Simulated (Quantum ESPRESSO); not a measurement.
W4Mg2TiPd, one run as intended and one with a planted mistake

A calculation, not a measurement. The program is pw.x of Quantum ESPRESSO 7.5 (plane-wave density functional theory). The cell is made up: eight metal atoms on a hexagonal close-packed lattice, with elements, volume, strain and displacements drawn at random and not relaxed, so it may be unstable or far from any real phase. PseudoDojo standard norm-conserving files set the functional (PBE unless stated); there is no spin polarisation or spin-orbit coupling, the Fermi-Dirac width of 0.25 eV means electrons at about 2900 K, and the masses in the input are unused placeholders. Heavy elements are run without spin-orbit coupling, which real alloys of them have. A spin test at this wide smearing found no moment, but such smearing suppresses magnetism that the real alloy may have.

Intended input:

```
&control calculation='scf', pseudo_dir='./dojo.nc.sr.pbe.v0_5.standard.upf', outdir='./o', disk_io='minimal', tprnfor=.true., tstress=.true. /
&system ibrav=0, nat=8, ntyp=4, nbnd=69, ecutwfc=84.00895049, nosym=.true., tot_charge=0,
 occupations='smearing', smearing='fd', degauss=0.0183746611
/
&electrons conv_thr=1.470e-08, electron_maxstep=70, mixing_beta=0.5 /
ATOMIC_SPECIES
Mg 1.0 Mg.upf
Pd 1.0 Pd.upf
Ti 1.0 Ti.upf
W 1.0 W.upf
CELL_PARAMETERS angstrom
-3.012 0.0157 0.0353
0.0297 5.1502 -4.8236
0.084 -5.0784 -4.7463
ATOMIC_POSITIONS angstrom
W -0.0829 0.0358 -0.0117
W -0.0357 1.757 -2.3671
Mg 0.0845 0.0144 -4.7699
Ti 0.1047 1.7771 -7.176
W -1.5365 -0.8557 -2.2628
Pd -1.4277 -2.4159 -4.7426
W -1.3585 -0.674 -7.225
Mg -1.5353 2.5381 -4.6918
K_POINTS automatic
8 4 4 1 1 1
```

The log is shortened where brackets say so; the opening notice, blank lines, dates and the lines on written files are dropped, and the path of the files is cut. It prints rydbergs, bohrs and kilobars, and counts compression as positive stress. Its total energy is the free energy E - TS of the whole cell.

Log of the intended run:

```
     Program PWSCF v.7.5
     Parallel version (MPI & OpenMP), running on       4 processor cores
     Number of MPI processes:                 4
     Threads/MPI process:                     1
     [start-up lines left out]
     bravais-lattice index     =            0
     lattice parameter (alat)  =       5.6923  a.u.
     unit-cell volume          =     994.5981 (a.u.)^3
     number of atoms/cell      =            8
     number of atomic types    =            4
     number of electrons       =       106.00
     number of Kohn-Sham states=           69
     kinetic-energy cutoff     =      84.0090  Ry
     charge density cutoff     =     336.0358  Ry
     scf convergence threshold =      1.5E-08
     mixing beta               =       0.5000
     number of iterations used =            8  plain     mixing
     Exchange-correlation= PBE
                           (   1   4   3   4   0   0   0)
     [axes and pseudopotential details left out]
   Cartesian axes
     site n.     atom                  positions (alat units)
         1        W      tau(   1) = (  -0.0275210   0.0118848  -0.0038841  )
         2        W      tau(   2) = (  -0.0118516   0.5832854  -0.7858251  )
         3        Mg     tau(   3) = (   0.0280521   0.0047805  -1.5835019  )
         4        Ti     tau(   4) = (   0.0347581   0.5899581  -2.3822742  )
         5        W      tau(   5) = (  -0.5100842  -0.2840736  -0.7511998  )
         6        Pd     tau(   6) = (  -0.4739650  -0.8020257  -1.5744389  )
         7        W      tau(   7) = (  -0.4509921  -0.2237532  -2.3985411  )
         8        Mg     tau(   8) = (  -0.5096858   0.8425934  -1.5575744  )
     number of k points=    64  Fermi-Dirac smearing, width (Ry)=  0.0184
                       cart. coord. in units 2pi/alat
        k(    1) = (  -0.0634412  -0.0009372  -0.0794515), wk =   0.0312500
        k(    2) = (  -0.0647570  -0.0751664  -0.1587147), wk =   0.0312500
     [further k points left out]
     Dense  grid:   103537 G-vectors     FFT dimensions: (  36,  80,  80)
     Estimated max dynamical RAM per process >     405.01 MB
     Estimated total dynamical RAM >       1.51 GB
     Initial potential from superposition of free atoms
     starting charge     105.9946, renormalised to     106.0000
     Starting wfcs are   69 randomized atomic wfcs
     total cpu time spent up to now is        6.3 secs
     per-process dynamical memory:   320.0 Mb
     Self-consistent Calculation
     iteration #  1     ecut=    84.01 Ry     beta= 0.50
     Davidson diagonalization with overlap
     ethr =  1.00E-02,  avg # of iterations =  5.2
     total cpu time spent up to now is       25.8 secs
     total energy              =   -1220.67549985 Ry
     estimated scf accuracy    <      19.52601590 Ry
     iteration #  2     ecut=    84.01 Ry     beta= 0.50
     Davidson diagonalization with overlap
     ethr =  1.00E-02,  avg # of iterations =  3.6
     total cpu time spent up to now is       45.1 secs
     total energy              =   -1225.18560351 Ry
     estimated scf accuracy    <     111.06400162 Ry
     [iterations 3 to 20 left out]
     iteration # 21     ecut=    84.01 Ry     beta= 0.50
     Davidson diagonalization with overlap
     ethr =  6.82E-10,  avg # of iterations =  1.6
     total cpu time spent up to now is      327.5 secs
     total energy              =   -1233.88529300 Ry
     estimated scf accuracy    <       0.00000023 Ry
     iteration # 22     ecut=    84.01 Ry     beta= 0.50
     Davidson diagonalization with overlap
     ethr =  2.21E-10,  avg # of iterations =  1.0
     total cpu time spent up to now is      341.4 secs
     End of self-consistent calculation
     [lines on levels left out]
!    total energy              =   -1233.88529301 Ry
     estimated scf accuracy    <          5.0E-09 Ry
     smearing contrib. (-TS)   =      -0.13006498 Ry
     internal energy E=F+TS    =   -1233.75522804 Ry
     The total energy is F=E-TS. E is the sum of the following terms:
     one-electron contribution =    -449.87459588 Ry
     hartree contribution      =     257.10732706 Ry
     xc contribution           =    -223.26959926 Ry
     ewald contribution        =    -817.71835996 Ry
     convergence has been achieved in  22 iterations
     Forces acting on atoms (cartesian axes, Ry/au):
     atom    1 type  4   force =    -0.00749625    0.01818540   -0.01723729
     atom    2 type  4   force =     0.00043876   -0.01666625    0.05626411
     atom    3 type  1   force =    -0.00380743   -0.02897823    0.00487115
     atom    4 type  3   force =    -0.00932536    0.00222790   -0.03834182
     atom    5 type  4   force =     0.01381293    0.04366559    0.02094041
     atom    6 type  2   force =    -0.00015869   -0.02233815   -0.00263697
     atom    7 type  4   force =    -0.00025486   -0.01364096   -0.01966817
     atom    8 type  1   force =     0.00679090    0.01754470   -0.00419143
     Total force =     0.102733     Total SCF correction =     0.000319
     Computing stress (Cartesian axis) and pressure
          total   stress  (Ry/bohr**3)                   (kbar)     P=     -141.53
  -0.00124077   0.00003532   0.00009055         -182.52        5.20       13.32
   0.00003532  -0.00110894   0.00006375            5.20     -163.13        9.38
   0.00009055   0.00006375  -0.00053650           13.32        9.38      -78.92
     init_run     :      5.96s CPU      6.27s WALL (       1 calls)
     electrons    :    327.16s CPU    335.08s WALL (       1 calls)
     forces       :      3.08s CPU      3.10s WALL (       1 calls)
     stress       :     10.84s CPU     11.11s WALL (       1 calls)
     [timing details left out]
     PWSCF        :   5m47.18s CPU   5m55.72s WALL
     JOB DONE.
```

A second run has one planted mistake: two atoms have their elements exchanged. The input lines that differ:

```
- Mg 0.0845 0.0144 -4.7699
+ W 0.0845 0.0144 -4.7699
- W -1.5365 -0.8557 -2.2628
+ Mg -1.5365 -0.8557 -2.2628
```

Its log:

```
     Program PWSCF v.7.5
     Parallel version (MPI & OpenMP), running on       4 processor cores
     Number of MPI processes:                 4
     Threads/MPI process:                     1
     [start-up lines left out]
     bravais-lattice index     =            0
     lattice parameter (alat)  =       5.6923  a.u.
     unit-cell volume          =     994.5981 (a.u.)^3
     number of atoms/cell      =            8
     number of atomic types    =            4
     number of electrons       =       106.00
     number of Kohn-Sham states=           69
     kinetic-energy cutoff     =      84.0090  Ry
     charge density cutoff     =     336.0358  Ry
     scf convergence threshold =      1.5E-08
     mixing beta               =       0.5000
     number of iterations used =            8  plain     mixing
     Exchange-correlation= PBE
                           (   1   4   3   4   0   0   0)
     [axes and pseudopotential details left out]
   Cartesian axes
     site n.     atom                  positions (alat units)
         1        W      tau(   1) = (  -0.0275210   0.0118848  -0.0038841  )
         2        W      tau(   2) = (  -0.0118516   0.5832854  -0.7858251  )
         3        W      tau(   3) = (   0.0280521   0.0047805  -1.5835019  )
         4        Ti     tau(   4) = (   0.0347581   0.5899581  -2.3822742  )
         5        Mg     tau(   5) = (  -0.5100842  -0.2840736  -0.7511998  )
         6        Pd     tau(   6) = (  -0.4739650  -0.8020257  -1.5744389  )
         7        W      tau(   7) = (  -0.4509921  -0.2237532  -2.3985411  )
         8        Mg     tau(   8) = (  -0.5096858   0.8425934  -1.5575744  )
     number of k points=    64  Fermi-Dirac smearing, width (Ry)=  0.0184
                       cart. coord. in units 2pi/alat
        k(    1) = (  -0.0634412  -0.0009372  -0.0794515), wk =   0.0312500
        k(    2) = (  -0.0647570  -0.0751664  -0.1587147), wk =   0.0312500
     [further k points left out]
     Dense  grid:   103537 G-vectors     FFT dimensions: (  36,  80,  80)
     Estimated max dynamical RAM per process >     405.01 MB
     Estimated total dynamical RAM >       1.51 GB
     Initial potential from superposition of free atoms
     starting charge     105.9946, renormalised to     106.0000
     Starting wfcs are   69 randomized atomic wfcs
     total cpu time spent up to now is        7.1 secs
     per-process dynamical memory:   327.8 Mb
     Self-consistent Calculation
     iteration #  1     ecut=    84.01 Ry     beta= 0.50
     Davidson diagonalization with overlap
     ethr =  1.00E-02,  avg # of iterations =  4.8
     total cpu time spent up to now is       27.6 secs
     total energy              =   -1221.56160017 Ry
     estimated scf accuracy    <      18.21054842 Ry
     iteration #  2     ecut=    84.01 Ry     beta= 0.50
     Davidson diagonalization with overlap
     ethr =  1.00E-02,  avg # of iterations =  3.2
     total cpu time spent up to now is       46.6 secs
     total energy              =   -1226.38582838 Ry
     estimated scf accuracy    <      99.53789692 Ry
     [iterations 3 to 21 left out]
     iteration # 22     ecut=    84.01 Ry     beta= 0.50
     Davidson diagonalization with overlap
     ethr =  6.95E-10,  avg # of iterations =  1.1
     total cpu time spent up to now is      330.6 secs
     total energy              =   -1233.84917849 Ry
     estimated scf accuracy    <       0.00000002 Ry
     iteration # 23     ecut=    84.01 Ry     beta= 0.50
     Davidson diagonalization with overlap
     ethr =  1.95E-11,  avg # of iterations =  4.1
     total cpu time spent up to now is      346.9 secs
     End of self-consistent calculation
     [lines on levels left out]
!    total energy              =   -1233.84917849 Ry
     estimated scf accuracy    <          3.3E-09 Ry
     smearing contrib. (-TS)   =      -0.13497204 Ry
     internal energy E=F+TS    =   -1233.71420645 Ry
     The total energy is F=E-TS. E is the sum of the following terms:
     one-electron contribution =    -451.15673792 Ry
     hartree contribution      =     257.81569691 Ry
     xc contribution           =    -223.26352423 Ry
     ewald contribution        =    -817.10964121 Ry
     convergence has been achieved in  23 iterations
     Forces acting on atoms (cartesian axes, Ry/au):
     atom    1 type  4   force =     0.00334470    0.03567914    0.03676510
     atom    2 type  4   force =    -0.00157298   -0.00117862    0.02255872
     atom    3 type  4   force =    -0.00852425   -0.00122791   -0.02053011
     atom    4 type  3   force =    -0.01038363   -0.05981295   -0.02993354
     atom    5 type  1   force =     0.00477126    0.02301852   -0.02489125
     atom    6 type  2   force =    -0.00031477   -0.00303935   -0.00168657
     atom    7 type  4   force =     0.00531810   -0.00245077    0.02129196
     atom    8 type  1   force =     0.00736157    0.00901194   -0.00357432
     Total force =     0.100229     Total SCF correction =     0.000299
     Computing stress (Cartesian axis) and pressure
          total   stress  (Ry/bohr**3)                   (kbar)     P=     -142.58
  -0.00117220   0.00005957   0.00007519         -172.44        8.76       11.06
   0.00005957  -0.00082841   0.00004852            8.76     -121.86        7.14
   0.00007519   0.00004852  -0.00090701           11.06        7.14     -133.43
     init_run     :      6.01s CPU      6.26s WALL (       1 calls)
     electrons    :    331.51s CPU    339.81s WALL (       1 calls)
     forces       :      2.63s CPU      2.65s WALL (       1 calls)
     stress       :      9.02s CPU      9.29s WALL (       1 calls)
     [timing details left out]
     PWSCF        :   5m50.03s CPU   5m58.96s WALL
     JOB DONE.
```

```
                                            intended run  run with the mistake
                          free energy (eV)    -16787.865            -16787.373
         entropy term -TS, part of it (eV)        -1.770                -1.836
                            pressure (GPa)        -14.15                -14.26
size of the largest force component (eV/Å)         1.447                 1.538
largest change of a force component (eV/Å)                               1.595
                                iterations            22                    23
```

For scale, a rerun of the intended cell at a higher cutoff and on a denser mesh moved values by no more than 0.004 eV in energy, 0.02 GPa in stress and 0.014 eV/Å in force, and a second program with other atomic files agreed on that cell to 2 % rms in force and 0.5 GPa in pressure.